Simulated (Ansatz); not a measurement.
BaCdAsF:
Space group P4/nmm, origin choice 1 (No. 129); a = 4.425 Å, b = 4.425 Å, c = 9.584 Å, α = 90.00°, β = 90.00°, γ = 90.00°

```csv
atom,site,symmetry,x,y,z
Ba,2c,4mm,0.5000,0.0000,0.1532
Cd,2b,-4m2,0.5000,0.5000,0.5000
As,2c,4mm,0.0000,0.5000,0.3239
F,2a,-4m2,0.0000,0.0000,0.0000
```

Relaxed with r²SCAN. r²SCAN in the plane-wave PAW code Ansatz gives a gap of 1.32 eV.

Q: What gap does HSE06 give on the same cell (Ansatz, PAW)?

A: 1.66 eV, 0.35 eV more. The hybrid was solved on a coarser mesh and at special points; its gap is the smallest among all of these.

```json
[
 {"k": "Γ", "v1 r²SCAN": "0.00", "c1 r²SCAN": "1.32", "v1 HSE06": "0.00", "c1 HSE06": "1.66"},
 {"k": "Z", "v1 r²SCAN": "-0.02", "c1 r²SCAN": "1.47", "v1 HSE06": "___", "c1 HSE06": "___"},
 {"k": "M", "v1 r²SCAN": "-2.33", "c1 r²SCAN": "2.32", "v1 HSE06": "___", "c1 HSE06": "___"},
 {"k": "A", "v1 r²SCAN": "-2.33", "c1 r²SCAN": "2.70", "v1 HSE06": "-2.49", "c1 HSE06": "2.96"},
 {"k": "R", "v1 r²SCAN": "-0.73", "c1 r²SCAN": "2.22", "v1 HSE06": "___", "c1 HSE06": "___"},
 {"k": "X", "v1 r²SCAN": "-0.74", "c1 r²SCAN": "2.15", "v1 HSE06": "___", "c1 HSE06": "___"}
]
```

Q: Top valence (v1) and lowest conduction level (c1) in eV from each method's valence maximum (which need not be a listed point): supply the withheld HSE06 values.

A: 
- M, v1 HSE06: -2.50
- M, c1 HSE06: 2.61
- R, v1 HSE06: -0.77
- R, c1 HSE06: 2.56
- Z, v1 HSE06: -0.02
- Z, c1 HSE06: 1.83
- X, v1 HSE06: -0.78
- X, c1 HSE06: 2.50

Cost on shared cores: the r²SCAN run (SCF on a 6×6×3 mesh, then bands and DOS) roughly 5 core-minutes, the HSE06 run (SCF on 4×4×2, then a few points) about 10 core-minutes (a rough figure); the tasks are unlike.

The workflow started from a Materials Project entry (that database holds measured and hypothetical structures alike); the Crystallography Open Database copy checked does not list it. Whether it is the stable phase at ambient conditions was not checked. Symmetry was held in the r²SCAN relaxation; whether a distortion lowers the energy is not shown. Spin–orbit coupling is left out wherever it is not named.

Potentials: the later of the program's two PAW sets.
